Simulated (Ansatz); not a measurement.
Values for one crystal, relaxed and computed with HSE06 in the plane-wave PAW code Ansatz; other levels are named.

| Item | Value |
|---|---|
| Volume per atom | 22.94 Å³ |
| Band gap | 1.29 eV (direct) |
| Conduction-band minimum | at Γ |
| Gap with spin–orbit coupling | 1.17 eV (at the special points and the edges found without it) |
| Pressure derivative B′ | 4.5 |
| Valence-band maximum | at Γ |
| Bulk modulus (Birch–Murnaghan fit) | 72.3 GPa |

### Question
Which of these materials gives this?
A. InP, zinc blende
B. SiC, zinc blende
C. GaN, rock salt
D. GaAs, zinc blende

### Answer
D, GaAs, zinc blende

Space group F-43m (zinc blende). Symmetry was held in the HSE06 relaxation. The hybrid was solved on a coarse mesh, the path and, where they were found, the r²SCAN edge points; its band edges are the extreme levels among these. Spin–orbit coupling is left out wherever it is not named.

Potentials: the earlier of the program's two PAW sets.
